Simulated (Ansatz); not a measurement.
Crystals of one structure type (zinc blende) and one family of elements, relaxed and computed with plane-wave PAW PBE (Ansatz code).

```json
[
 {"crystal": "BN", "V (Å³/atom)": "5.95", "B₀ by P(V) fit (GPa)": "371"},
 {"crystal": "AlN", "V (Å³/atom)": "10.67", "B₀ by P(V) fit (GPa)": "193"},
 {"crystal": "BP", "V (Å³/atom)": "11.76", "B₀ by P(V) fit (GPa)": "162"},
 {"crystal": "BAs", "V (Å³/atom)": "13.90", "B₀ by P(V) fit (GPa)": "?"},
 {"crystal": "GaP", "V (Å³/atom)": "20.87", "B₀ by P(V) fit (GPa)": "76.6"},
 {"crystal": "GaAs", "V (Å³/atom)": "23.70", "B₀ by P(V) fit (GPa)": "60.2"},
 {"crystal": "InP", "V (Å³/atom)": "26.46", "B₀ by P(V) fit (GPa)": "59.2"}
]
```

Q: Fit a straight line to ln B₀ against ln V and predict the withheld value.

A: Least squares on the 6 shown rows: ln B₀ = -1.29 × ln V + (8.258), with a scatter of 4.9 %. For BAs this gives 129. The run itself gave 131, a miss of 1.5 % of that.

All cells were relaxed under the symmetry of their starts (and spin orders); stability against distortions was not tested throughout. Spin–orbit coupling is left out wherever it is not named.

Potentials: the earlier of the program's two PAW sets.
